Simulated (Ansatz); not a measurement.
SiMo$_{2}$N:
```
CELL_PARAMETERS angstrom
      2.92072     0.00000     0.00000
     -1.46036     2.52942     0.00000
      0.00000     0.00000    13.34445
ATOMIC_POSITIONS crystal
  Si 0.33333 0.66667 0.75000
  Si 0.66667 0.33333 0.25000
  Mo 0.33333 0.66667 0.10117
  Mo 0.66667 0.33333 0.60117
  Mo 0.66667 0.33333 0.89883
  Mo 0.33333 0.66667 0.39883
  N  0.00000 0.00000 0.00000
  N  0.00000 0.00000 0.50000
```
Starting moments (μB, in the order of the atoms Si Si Mo Mo Mo Mo N N): 0.0 0.0 0.5 0.5 0.5 0.5 0.1 0.1.

Relaxed with r²SCAN. Special points in fractions of this cell's reciprocal vectors: Γ (0.000, 0.000, 0.000); M (0.500, 0.000, 0.000); K (0.333, 0.333, 0.000); A (0.000, 0.000, 0.500); L (0.500, 0.000, 0.500); H (0.333, 0.333, 0.500).

Task: List the band energies nearest the Fermi level at these points for plane-wave PAW r²SCAN (Ansatz code).

Result: In eV from the Fermi level; about four levels below and three above (degenerate sets whole), none deeper than 8.9 eV; points with the same levels are listed once.

| k | below | above |
|---|---|---|
| Γ ↑ | -0.19 -0.19 -0.06 -0.06 | 0.10 0.10 2.58 2.58 |
| M ↑ | -1.81 -1.59 -0.79 -0.43 | 0.15 0.64 0.88 |
| K ↑ | -2.86 -2.47 -0.58 -0.58 | 0.13 0.13 0.59 0.59 |
| A ↑ | -0.01 -0.01 -0.01 -0.01 | 2.86 2.86 2.86 2.86 |
| L ↑ | -1.71 -1.71 -0.46 -0.46 | 0.08 0.08 1.56 1.56 |
| H ↑ | -2.68 -2.68 -0.59 -0.59 | 0.24 0.24 0.48 0.48 |
| Γ ↓ | -1.46 -1.46 -1.37 -1.37 -0.29 | 0.08 0.14 0.14 |
| M ↓ | -3.12 -1.42 -1.23 -0.48 | 0.30 0.48 1.18 |
| K ↓ | -2.50 -2.11 -0.24 -0.24 | 0.77 0.77 0.95 |
| A ↓ | -1.42 -1.42 -1.42 -1.42 -0.10 -0.10 | 0.23 0.23 0.23 0.23 |
| L ↓ | -1.33 -1.33 -0.15 -0.15 | 0.78 0.78 1.96 1.96 |
| H ↓ | -2.31 -2.31 -0.24 -0.24 | 0.88 0.88 1.04 1.04 |

Space group P6_3/mmc. The start of the workflow was typed in or built on a structure type; neither database checked (COD, Materials Project) lists it. Its standing as an ambient phase is unchecked. The cell was relaxed with r²SCAN under the symmetry of its start; whether a distortion lowers the energy is not shown. Spin order of the final state: ferromagnetic, the only order run, not a proven ground state. Other orbital occupations within this spin state were not tried. No Hubbard U is applied. Scalar-relativistic: spin–orbit coupling is off unless named, which matters more the heavier the elements.

Potentials: the earlier of the program's two PAW sets.
